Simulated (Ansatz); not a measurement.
Al (Fm-3m) under several functionals

**Experimental background.**

“The interpretation of polycrystalline coherent inelastic neutron scattering from aluminium”, 2013, pmc:3831299 quotes, for a bulk crystal of Al: lattice constant a 4.0495 Å.

Plane-wave DFT in Ansatz with scalar-relativistic PAW potentials. The same structure was relaxed (cell and atoms, symmetry kept) in separate runs at each level. No spin polarisation.

```csv
level,cutoff (eV),k mesh,V (Å³/atom),a (Å)
LDA,420,18×18×18,15.804,3.984
PBEsol,420,18×18×18,16.185,4.015
PBE,420,18×18×18,16.505,4.042
```

Question: Where does r2SCAN (500 eV, k mesh 18×18×18) fall?

Answer: V (Å³/atom) 15.912, a (Å) 3.993. Its volume is between those of LDA and PBEsol. The usual order of volumes, LDA < PBEsol < PBE, holds here (15.804, 16.185, 16.505 Å³/atom). As a rule LDA overbinds; PBEsol, built on the gradient expansion of slowly varying densities, lies between LDA and PBE; PBE's stronger gradient term for exchange weakens bonds. r2SCAN lies 3.6 % under PBE in volume.

For PBE: Measured lattice constant a of Al: 4.0495 Å (quoted in “The interpretation of polycrystalline coherent inelastic neutron scattering from aluminium”, 2013, pmc:3831299). This calculation gives 4.042 Å (-0.2 %). The calculations are for 0 K without zero-point motion.

Cost: 4 runs of about 0.46 core-minutes in all, on Intel Xeon 6975P-C (Granite Rapids), Intel Xeon Platinum 8259CL (Skylake/Cascade Lake), Arm Neoverse V1 (shared hosts).